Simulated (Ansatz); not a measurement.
Sn:
```yaml
crystal:
  lattice:
    - [3.31404, 0.00000, 0.00000]
    - [-1.65702, 2.87004, 0.00000]
    - [0.00000, 0.00000, 5.67616]
  atoms:
    - { symbol: Sn, position: [0.33333, 0.66667, 0.25000] }
    - { symbol: Sn, position: [0.66667, 0.33333, 0.75000] }
```

Relaxed with r²SCAN. Special points in fractions of this cell's reciprocal vectors: Γ (0.000, 0.000, 0.000); M (0.500, 0.000, 0.000); K (0.333, 0.333, 0.000); A (0.000, 0.000, 0.500); L (0.500, 0.000, 0.500); H (0.333, 0.333, 0.500).

Task: List the band energies nearest the Fermi level at these points for the program Ansatz at the r²SCAN level (PAW).

Result: In eV from the Fermi level; about four levels below and three above (degenerate sets whole), none deeper than 8.9 eV; points with the same levels are listed once.

```
k                          below                          above
-  -----------------------------  -----------------------------
Γ                    -7.58 -5.04                 6.74 6.74 7.39
M        -6.11 -2.67 -1.97 -0.86                 1.36 2.62 6.18
K  -5.70 -5.70 -3.31 -0.59 -0.59                 0.12 0.89 0.89
A                              –  0.43 0.43 7.63 7.63 7.63 7.63
L        -6.14 -6.14 -4.36 -4.36            3.70 3.70 3.94 3.94
H        -3.03 -3.03 -2.07 -2.07            4.95 4.95 9.05 9.05
```

Space group P6_3/mmc (hcp (Mg type)). The cell is a constructed one: a structure type filled with these elements; neither database checked (COD, Materials Project) lists it. It is not the phase usual at ambient conditions (space group No. 141). The cell keeps a stress of up to 0.2 GPa. Symmetry was held in the r²SCAN relaxation; of distortions, only those at the zone centre were tested, and some modes there are weakly imaginary. Spin–orbit coupling is left out wherever it is not named.

Potentials: the later of the program's two PAW sets.
